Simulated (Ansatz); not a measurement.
SnO$_{2}$: do energies and stresses tell the same story?

These are results of DFT r2SCAN, scalar-relativistic, plane waves, PAW (Ansatz 0.2.0), not measurements.

Plane waves to 500 eV, a k mesh through Γ of 10×10×10 on the computed 6-atom cell and Gaussian smearing (0.02 eV); no spin polarisation.

Relaxed cell: I4_1/amd, a = 3.999 Å, b = 3.999 Å, c = 10.204 Å, α = 90.00°, β = 90.00°, γ = 90.00°, 6 atoms in the primitive cell. This form isn't the usual stable structure of the compound.

Energies at zero smearing and pressures from the stress tensor, at volumes with shape and atoms relaxed:
| V (Å³/atom) | E − E(first) (meV/atom) | P (GPa) |
| --- | --- | --- |
| 11.967 | 0.00 | 25.48 |
| 12.375 | -55.40 | 18.11 |
| 12.783 | -92.77 | 11.37 |
| 13.191 | -113.82 | 5.31 |
| 13.599 | -120.43 | 0.01 |
| 14.007 | -114.48 | -4.56 |
| 14.415 | -97.80 | -8.44 |
| 14.959 | -61.74 | -12.62 |

Task: Check P = −dE/dV between neighbouring volumes, and get the bulk modulus from the pressures alone.

Result: With 1 eV/Å³ = 160.2 GPa:
```json
{"middle V (Å³/atom)": "12.171", "−ΔE/ΔV (GPa)": "21.755", "mean P (GPa)": "21.795"}
{"middle V (Å³/atom)": "12.579", "−ΔE/ΔV (GPa)": "14.677", "mean P (GPa)": "14.741"}
{"middle V (Å³/atom)": "12.987", "−ΔE/ΔV (GPa)": "8.268", "mean P (GPa)": "8.341"}
{"middle V (Å³/atom)": "13.395", "−ΔE/ΔV (GPa)": "2.593", "mean P (GPa)": "2.660"}
{"middle V (Å³/atom)": "13.803", "−ΔE/ΔV (GPa)": "-2.335", "mean P (GPa)": "-2.275"}
{"middle V (Å³/atom)": "14.211", "−ΔE/ΔV (GPa)": "-6.553", "mean P (GPa)": "-6.501"}
{"middle V (Å³/atom)": "14.687", "−ΔE/ΔV (GPa)": "-10.620", "mean P (GPa)": "-10.531"}
```

The two differ by 0.09 GPa at most. The mean of two end pressures misses the average over a step by about ΔV² P″/12, up to 0.08 GPa here; with that taken off 0.02 GPa remains. Around V = 13.599 Å³/atom, the two neighbours give B = −V ΔP/ΔV = 13.599 × 9.87 / 0.816 = 164.5 GPa, against B0 = 161.3 GPa from the Birch–Murnaghan fit of the energies.

Cost: 9 runs of about 11 core-minutes in all, on Intel Xeon 6975P-C (Granite Rapids) (shared hosts).